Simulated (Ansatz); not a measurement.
**Compressing InSb3: a fit and a missing row**

InSb3, Fm-3m, a = 7.456 Å. The structure is a Materials Project entry; whether it is the stable form wasn't checked. Ansatz: PBE+D3(BJ), PAW, 420 eV, Γ-centred 10×10×10 mesh on 4 atoms, Gaussian smearing 0.10 eV; no spin polarisation. Symmetry fixes shape and atoms, so the cell is only scaled; pressure is positive in compression.

```
V (Å³/atom) P (GPa)
     22.796        ?
     23.573     7.12
     24.350     4.31
     25.127     1.96
     25.904     0.00
     26.681    -1.66
     27.458    -3.06
     28.495    -4.55
```

Question: Take V0 = 25.904 Å³/atom, fit the third-order Birch–Murnaghan form to the other rows, and predict the missing pressure.

Answer: With the Eulerian strain f = ½[(V0/V)^(2/3) − 1] and y = P/[3f(1 + 2f)^(5/2)], the form is the line y = B0 + 1.5 B0 (B0′ − 4) f. Rows (f, y): 0.03244, 62.5; 0.02105, 61.6; 0.01026, 60.5; -0.00976, 59.6; -0.01905, 59.0; -0.03079, 57.7. Means f = 0.0006917, y = 60.150; Σ(Δf)² = 0.003004, ΣΔfΔy = 0.2131; the slope is their ratio. y = 60.10 + 70.92 f GPa, so B0 = 60.1 GPa and B0′ = 4 + 2 × (70.92)/(3 × 60.10) = 4.79. At V = 22.796, f = 0.04447, y = 63.25 and P = 10.44 GPa. The run gave 10.47 GPa, so the fit is 0.03 GPa too low, a small miss on the scale of the series.